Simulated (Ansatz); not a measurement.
**Relaxing selenium (dhcp)**

Theory: Ansatz, DFT, r2SCAN, plane waves (500 eV) with PAW, scalar-relativistic. The PAW files were generated under PBE, with cores re-solved for the functional.

k-point mesh 12×12×3, Fermi-Dirac smearing 0.1 eV, no spin polarisation. Cell and atoms relax.

Starting structure:

```xyz
4
Lattice="3.1360 0.0000 0.0000 -1.5680 2.7159 0.0000 0.0000 0.0000 10.2423" Properties=species:S:1:pos:R:3 pbc="T T T"
Se    0.0000    0.0000    0.0000
Se    0.0000    0.0000    5.1211
Se    0.0000    1.8106    2.5606
Se    1.5680    0.9053    7.6817
```

Question: The pressure at the start is -4.0 GPa. By how much does the volume change?

Answer: From 21.81 to 22.34 Å³ per atom, 2.4 %. The final cell has a = 3.770 Å, c = 7.261 Å (c/a = 1.926).

The cell has left the dhcp structure type; it ends in P6_3/mmc.

Question: How much energy does the relaxation gain?

Answer: 498.6 meV per atom.

Path of the relaxation (the plane waves are chosen anew near the end, which can shift the energy a little):

| step | E − E(final) (meV/atom) | V (Å³/atom) | P (GPa) | max force (eV/Å) |
| --- | --- | --- | --- | --- |
| 0 | 498.55 | 21.809 | -4.03 | 0.000 |
| 1 | 469.71 | 19.938 | 1.65 | 0.000 |
| 2 | 435.15 | 19.536 | 3.49 | 0.000 |
| 3 | 317.11 | 19.750 | 3.29 | 0.000 |
| 4 | 178.56 | 20.170 | 3.06 | 0.000 |
| 5 | 109.57 | 19.681 | 7.04 | 0.000 |
| 6 | 34.40 | 20.944 | 2.80 | 0.000 |
| 7 | 6.46 | 21.830 | 0.81 | 0.000 |
| 8 | 1.36 | 22.378 | 0.15 | 0.000 |
| 9 | 0.53 | 22.338 | -0.05 | 0.000 |
| 10 | 0.52 | 22.325 | 0.00 | 0.000 |
| 11 | 0.01 | 22.325 | 0.04 | 0.000 |
| 12 | 0.00 | 22.343 | 0.00 | 0.000 |
| 13 | 0.00 | 22.343 | 0.00 | 0.000 |
